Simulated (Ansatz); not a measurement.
Energy over volume and axial ratio for GaN (zinc blende)

GaN (zinc blende), conventional cell a = b = c = 4.4979 Å, α = β = γ = 90.00°. The calculation uses the primitive cell of 2 atoms, to which meshes and values per cell refer.

The relaxed cell is deformed in two ways at once: its volume V is scaled, and at that volume it is stretched along z (the c axis of the conventional cell) so that c/a changes. Fractional atomic positions are held.

Method: r2SCAN (plane waves to 500 eV, PAW, scalar-relativistic; Ansatz, a quantum-chemistry and plane-wave program). k mesh 13×13×13 (Γ-centred), Fermi-Dirac smearing 0.05 eV. The energy includes the smearing's −TS. Stress and pressure are positive under compression. GaN was relaxed with its symmetry unable to fall. The zero of ΔE is the relaxed starting cell.

ΔE (meV/atom), with V/V₀ across and (c/a)/(c/a)₀ down:

```csv
(c/a)/(c/a)₀ \ V/V₀,0.960,0.980,1.000,1.020,1.040
0.960,16.5,7.6,4.9,7.7,15.6
0.980,13.1,4.1,1.2,4.0,11.7
1.000,12.0,2.9,0.0,2.7,10.4
1.020,13.2,4.1,1.3,4.0,11.8
1.040,16.8,7.8,5.1,7.9,15.8
```

σxx (GPa), with V/V₀ across and (c/a)/(c/a)₀ down:

```
(c/a)/(c/a)₀ \ V/V₀  0.960  0.980  1.000  1.020  1.040
-------------------  -----  -----  -----  -----  -----
0.960                  7.1    2.4   -1.8   -5.5   -8.9
0.980                  7.9    3.3   -0.9   -4.6   -8.0
1.000                  8.8    4.1    0.0   -3.7   -7.1
1.020                  9.6    5.0    0.9   -2.8   -6.2
1.040                 10.5    5.9    1.8   -1.9   -5.3
```

Read from the data:

| Item | Value |
|---|---|
| Shear modulus C′ = (C11 − C12)/2 (fit, atoms clamped) | 66 GPa |
| Lowest place on the grid | V/V₀ = 1.000, (c/a)/(c/a)₀ = 1.000 (0.0 meV/atom) |
| Highest place on the grid | V/V₀ = 0.960, (c/a)/(c/a)₀ = 1.040 (16.8 meV/atom) |

The 25 points together took around 5 core-minutes (rough).

(A scan under strain: stresses follow from slopes of the energy per volume, elastic moduli from its curvatures.)
